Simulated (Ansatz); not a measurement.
GaPt: computed property card

GaPt:
```cif
data_Ga4Pt4
_chemical_formula_sum 'Ga4 Pt4'
_space_group_name_H-M_alt 'P 1'
_space_group_IT_number 1
_cell_length_a 4.90264
_cell_length_b 4.90264
_cell_length_c 4.90264
_cell_angle_alpha 90.000
_cell_angle_beta 90.000
_cell_angle_gamma 90.000
loop_
_space_group_symop_operation_xyz
  'x, y, z'
loop_
_atom_site_label
_atom_site_type_symbol
_atom_site_fract_x
_atom_site_fract_y
_atom_site_fract_z
_atom_site_occupancy
Ga1 Ga 0.09320 0.09320 0.09320 1
Ga2 Ga 0.40680 0.90680 0.59320 1
Ga3 Ga 0.59320 0.40680 0.90680 1
Ga4 Ga 0.90680 0.59320 0.40680 1
Pt1 Pt 0.39799 0.39799 0.39799 1
Pt2 Pt 0.10201 0.60201 0.89799 1
Pt3 Pt 0.89799 0.10201 0.60201 1
Pt4 Pt 0.60201 0.89799 0.10201 1
```

Space group P2_13 (No. 198); conventional cell a = b = c = 4.903 Å, α = β = γ = 90.00°.

Method: plane-wave PAW PBEsol (Ansatz code). Geometry: relaxed at this level of theory. Other levels are named where they apply.

### Cell and energy

```
Item                                                          Result
-----------------------------------------------------  -------------
Volume per atom                                             14.73 Å³
Density                                                  14.93 g/cm³
Formation energy from the elements (no fitted shifts)  -0.66 eV/atom
```

### Electronic structure

```
Property                                                                     Value
------------------------------------  --------------------------------------------
Electronic character                                             metallic (no gap)
Density of states at the Fermi level  0.20 states/eV per atom (mean over ±0.08 eV)
Gap with spin–orbit coupling                                       none (metallic)
```

### Mechanics

```
Quantity                                                                       Value
--------------------------------------------  --------------------------------------
Elastic constants (relaxed ions, GPa)               C11 = 279, C12 = 151, C44 = 61.7
Mechanical stability                          stable (all eigenvalues of C positive)
Hill bulk and shear moduli                                          194 and 62.7 GPa
Young's modulus                                                              170 GPa
Poisson's ratio                                                                 0.35
Debye temperature from the elastic constants                                   280 K
```

### Phonons

```
Property                                        Value
-----------------------------  ----------------------
Highest zone-centre frequency                6.85 THz
Zone-centre stability          no imaginary mode at Γ
```

The first step of the workflow began from a Materials Project structure, measured or hypothetical; the Crystallography Open Database copy checked does not list it. With Ga and Pt taken as one species the cell has the higher symmetry Pa-3, so it may be an ordered model of a mixed-site phase. Its standing as an ambient phase is unchecked. The PBEsol relaxation kept the symmetry of its start. The run is not spin-polarised. As this level gives no gap, shear constants depend on the k-mesh and smearing (Fermi–Dirac, 0.1 eV here). As this level gives no gap, phonon frequencies hold no LO–TO term and depend on the k-mesh and smearing (Fermi–Dirac, 0.1 eV here). The references are the lowest solids computed at this level, not always the standard phases. Spin–orbit coupling is left out wherever it is not named.

Potentials: the later of the program's two PAW sets.
